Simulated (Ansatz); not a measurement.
LaInAu in space group P-62m (No. 189; La on 3g, In on 3f, Au on 2c, Au on 1b), the program Ansatz at the r²SCAN level (PAW), all energies at zero smearing, with the estimated change up to a 700 eV cutoff added, with one set of potentials and settings (totals compare only within such a set). Cell of 9 atoms (3 La, 3 In, 3 Au): -75127.828 eV.

```csv
element,reference phase,E (eV/atom)
La,"P6_3/mmc, 4 atoms in the cell",-6264.6784
In,"I4/mmm, 1 atoms in the cell",-5611.8204
Au,"Fm-3m, 1 atoms in the cell",-13163.5078
```

Formation energy per atom, worked out: (-75127.828 − 3×(-6264.6784) − 3×(-5611.8204) − 3×(-13163.5078))/9 = -0.868 eV/atom (-84 kJ per mol of atoms), at 0 K, without zero-point energy or fitted corrections.

The first step of the workflow began from a Materials Project structure, measured or hypothetical; the Crystallography Open Database files this formula in space group No. 189, but the cells were not matched. Its standing as an ambient phase is unchecked. Symmetry was held in the r²SCAN relaxation; whether a distortion lowers the energy is not shown. The references are the lowest solids computed at this level, not always the standard phases. Scalar-relativistic: spin–orbit coupling is off unless named, which matters more the heavier the elements.

Potentials: the later of the program's two PAW sets.
